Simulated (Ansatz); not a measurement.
# CrO2: relaxing the cell moves the phonons

CrO2 in a ferromagnetic state, in a typed cell, not relaxed.

```
Cr O
1.0
     4.42000    0.00000    0.00000
     0.00000    4.42000    0.00000
     0.00000    0.00000    2.92000
Cr O
2 4
Direct
  0.00000 0.00000 0.00000
  0.50000 0.50000 0.50000
  0.30300 0.30300 0.00000
  0.69700 0.69700 0.00000
  0.80300 0.19700 0.50000
  0.19700 0.80300 0.50000
```

Method (Ansatz, development build): PBE; Ansatz generated PAW at 420 eV; k mesh 4×4×6; Fermi–Dirac smearing of 0.1 eV; collinear spin from start moments 2.0, 2.0, 0.0, 0.0, 0.0, 0.0 μB (atoms as listed). Harmonic phonons by finite displacements, frequencies in cm⁻¹, imaginary ones marked i; at Γ the three translations are left out and no LO–TO term is added.

Caveats: coarse k mesh.

At 9.51 Å³ an atom it gives top Γ mode (cm⁻¹) 684; lowest Γ mode (cm⁻¹) 157.

Problem. Now relax cell and atoms with PBE and repeat. What volume and frequencies result?

Solution. 
| cell | cutoff (eV) | volume (Å³/atom) | top Γ mode (cm⁻¹) | lowest Γ mode (cm⁻¹) |
| --- | --- | --- | --- | --- |
| relaxed cell | 420 | 9.62 | 669 | 163 |
